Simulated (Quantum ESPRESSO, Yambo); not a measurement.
# Levels of theory for the gap of Rb₂Ni₃S₄

Rb₂Ni₃S₄ (space group Fmmm, No. 69): one geometry, one set of PBEsol (Quantum ESPRESSO, PseudoDojo norm-conserving, 98 Ry, scalar-relativistic) orbitals, self-energies from Yambo (2×2×2 Γ-centred k mesh, bands 13 to 302 and a 7 Ry block in the screening, 302 bands in G with the Bruneval-Gonze terminator, plasmon pole fitted at 27.2 eV).

The geometry is that of Materials Project entry mp-1079718, symmetrised and not relaxed again.

```json
[
 {"level": "PBEsol (Quantum ESPRESSO)", "gap (0, -0.5, -0.5) → (0, -0.5, -0.5) (eV)": "0.97", "rough Yambo cost": "–"},
 {"level": "exchange only (Hartree-Fock self-energy on PBEsol orbitals)", "gap (0, -0.5, -0.5) → (0, -0.5, -0.5) (eV)": "10.77", "rough Yambo cost": "about 1/10 (10 states)"},
 {"level": "static COHSEX@PBEsol", "gap (0, -0.5, -0.5) → (0, -0.5, -0.5) (eV)": "2.32", "rough Yambo cost": "within a factor of two (2 states)"},
 {"level": "G0W0@PBEsol, plasmon pole", "gap (0, -0.5, -0.5) → (0, -0.5, -0.5) (eV)": "1.88", "rough Yambo cost": "1 (10 states)"}
]
```

Bare exchange has no screening and gives the widest gap; static COHSEX screens it but leaves out the frequency dependence, which G0W0 restores. Among the k points computed, the smallest G0W0 gap is 1.82 eV, (-0.5, -0.5, 0) → (0, -0.5, -0.5). The mesh misses a band edge: along a dense path the PBEsol gap is 0.66 eV against 0.97 eV on the mesh. All rows use the PBEsol edge points; in the exchange only run other k points give a smaller gap, 9.93 eV.

Costs are rough ratios of core time on shared machines.

Nearest settings tried, and what they do to the gap: 124 bands in G: +16 meV; 6 Ry block (353 vectors against 421): +43 meV. Not varied: bands in W, mesh. So the settings aren't converged at that level. The k mesh is coarse.

The 3d shell has no Hubbard U; the runs are without spin polarisation, and magnetic order was not tried.

The structure is a Materials Project entry; no match was found in the copy of COD used, and its stability was not checked.
